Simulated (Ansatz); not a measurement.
A relaxed cell of Fe (Im-3m (No. 229)), relaxed on a k-mesh at least as fine as the one used below. These are r2SCAN (plane waves to 500 eV, PAW, scalar-relativistic; Ansatz, a first-principles code) values and carry that method's errors. Γ-centred k-mesh 16×8×16 on the run's cell (coarser than for final values), Fermi–Dirac smearing 0.05 eV.

```
Fe
1.0
   -1.43248     1.43248     1.43248
    2.86495    -2.86495     2.86495
    1.43248     1.43248    -1.43248
Fe
2
Direct
  0.00000   0.00000   0.00000
  0.00000   0.50000   0.00000
```
Spin-polarised start, with parallel moments on Fe.

The atoms are displaced by (Å):

| atom | ux | uy | uz |
|---|---|---|---|
| Fe1 | 0.086 | -0.010 | -0.038 |
| Fe2 | -0.033 | 0.189 | 0.009 |

**Question.** What forces (eV/Å) and pressure result?

**Answer.** 
```csv
atom,Fx,Fy,Fz
Fe1,-0.51,1.10,-0.18
Fe2,0.51,-1.10,0.18
```

Pressure +1.5 GPa.

**Question.** Estimate the energy cost of the displacement in the harmonic approximation and compare with the calculation.

**Answer.** For a harmonic well ΔE = −½ Σ F·u = 0.136 eV a cell, or 68 meV/atom. The calculated energy relative to the undisplaced cell is +0.07 eV/atom, so the harmonic estimate holds well.

Spin state reached: ferromagnetic (net 2.64 μB/atom), from parallel starting moments; other spin orders were not run from this start. r2SCAN tends to overstate moments in metals.

The run that gave the undisplaced cell could not lose the symmetry of its start; a randomly shaken copy of 2 atoms returns to this structure.
